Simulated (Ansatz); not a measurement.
Given:

SrMoO3:
```
SrMoO3
1.0
    3.95007     3.95004     0.00000
   -3.95007     3.95004     0.00000
   -3.94969     0.00000     3.95012
Sr Mo O
2 2 6
Direct
  0.74997   0.25003   0.49998
  0.25003   0.74997   0.50002
  0.50000   0.00000   0.00000
  0.00000   0.50000   0.00000
  0.24971   0.75029   0.99986
  0.75029   0.24971   0.00014
  0.25008   0.25008   0.50000
  0.74992   0.74992   0.50000
  0.74980   0.74980   0.00000
  0.25020   0.25020   0.00000
```

This is the PBEsol-relaxed structure.

**Question.** All from DFT-PBEsol in the program Ansatz with PAW potentials, unless another level is named. Estimate the electronic character.

**Answer.** metallic (no gap).

**Question.** What about the density of states at the Fermi level?

**Answer.** 0.37 states/eV per atom (mean over ±0.08 eV).

**Question.** Give the formation energy from the elements (no fitted shifts).

**Answer.** -2.46 eV/atom.

Space group Pm-3m (cubic perovskite). The first step of the workflow began from a Materials Project structure, measured or hypothetical; the Crystallography Open Database copy checked does not list it. Its standing as an ambient phase is unchecked. The cell keeps a stress of up to 0.2 GPa. Symmetry was held in the PBEsol relaxation; its stability against distortions is not shown here. The workflow began spin-polarised and lost its moments. No Hubbard U is applied. The references are the lowest solids computed at this level, not always the standard phases (solids in place of the gases). Spin–orbit coupling is left out wherever it is not named.

Potentials: the later of the program's two PAW sets.
